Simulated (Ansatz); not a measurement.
Relaxed-ion elastic tensor of Ba$_{2}$CuHgO$_{4}$ in space group P4/mmm (No. 123; Pearson symbol tP8) in GPa (Voigt order), DFT-PBEsol in the program Ansatz with PAW potentials; density 7.06 g/cm³, 17.72 Å³ per atom.

```json
[
 {"": "1", "1": "144", "2": "55.6", "3": "36.7", "4": "0.0", "5": "0.0", "6": "0.0"},
 {"": "2", "1": "55.6", "2": "144", "3": "36.7", "4": "0.0", "5": "0.0", "6": "0.0"},
 {"": "3", "1": "36.7", "2": "36.7", "3": "106", "4": "0.0", "5": "0.0", "6": "0.0"},
 {"": "4", "1": "0.0", "2": "0.0", "3": "0.0", "4": "12.2", "5": "0.0", "6": "0.0"},
 {"": "5", "1": "0.0", "2": "0.0", "3": "0.0", "4": "0.0", "5": "12.2", "6": "0.0"},
 {"": "6", "1": "0.0", "2": "0.0", "3": "0.0", "4": "0.0", "5": "0.0", "6": "41.0"}
]
```

Task: Is the crystal mechanically stable?

Result: Yes: the smallest eigenvalue of C is 12.2 GPa.

Task: Work out the Voigt, Reuss and Hill averages.

Result: K_V = 72.4, K_R = 69.7, K_H = 71.1; G_V = 30.7, G_R = 21.3, G_H = 26.0 GPa.

Task: Give Young's modulus, Poisson's ratio, Pugh's ratio and the universal anisotropy index.

Result: E = 9KG/(3K + G) = 69.5 GPa; ν = 0.34; K/G = 2.73 (ductile by the Pugh limit of 1.75); A_U = 5G_V/G_R + K_V/K_R − 6 = 2.26.

Task: Estimate the sound speeds and the Debye temperature.

Result: v_l = √((K + 4G/3)/ρ) = 3870 m/s, v_t = √(G/ρ) = 1920 m/s, mean 2150 m/s; Θ = (h/k)(3n/4πV)^(1/3) v_m = 246 K.

Task: How much does each axis shrink under pressure?

Result: Linear compressibilities β_i = Σ_j S_ij (j = 1 to 3): x 3.8, y 3.8, z 6.8 per TPa.

The workflow started from a Materials Project entry (that database holds measured and hypothetical structures alike); the Crystallography Open Database copy checked does not list it. Its standing as an ambient phase is unchecked. The PBEsol relaxation kept the symmetry of its start; of distortions, only those at the zone centre were tested. No spin polarisation was allowed. No Hubbard U is applied. As this level gives no gap, shear constants depend on the k-mesh and smearing (Fermi–Dirac, 0.1 eV here). Scalar-relativistic: spin–orbit coupling is off unless named, which matters more the heavier the elements.

Potentials: the later of the program's two PAW sets.
